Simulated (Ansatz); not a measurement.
KMgP₃, a known structure type with other elements, at an estimated volume

```xyz
5
Lattice="4.3341 0.0000 0.0000 0.0000 4.3341 0.0000 0.0000 0.0000 4.3341" Properties=species:S:1:pos:R:3 pbc="T T T"
K     2.1670    2.1670    2.1670
Mg    0.0000    0.0000    0.0000
P     2.1670    0.0000    0.0000
P     0.0000    2.1670    0.0000
P     0.0000    0.0000    2.1670
```

The numbers come from plane-wave PAW DFT (Ansatz): r2SCAN, no spin polarisation, 500 eV, 8×8×8 Γ-centred k points, fermi-dirac occupations (width 0.1 eV). Nothing was relaxed.

Question: Metal or insulator?

Answer: It is a metal, with about 2.2 states/eV a cell as the mean within 0.25 eV of the Fermi level, mostly P p (90 %).

Question: Give the Bader charges.

Answer: Bader charges in e: K +0.70, Mg +1.58, P -0.76. In the mean Mg gives up most and P takes most.

Question: Is it stable against the elements?

Answer: 1.04 eV an atom against the elements' usual phases (free molecules for gases, crystals otherwise, with no correction for O₂ or N₂), so at this geometry it isn't bound against them. Relaxing would lower it.

Question: Is the cell too large or too small?

Answer: The pressure is 34.1 GPa (compression positive), so with the atoms held at these fractions the cell would first expand.

Question: Are the atoms at rest?

Answer: The forces vanish by the symmetry of the sites.

Origin: a known structure type with other elements, at an estimated volume, so it need not be a known compound. Caveats: atoms or cell far from equilibrium.
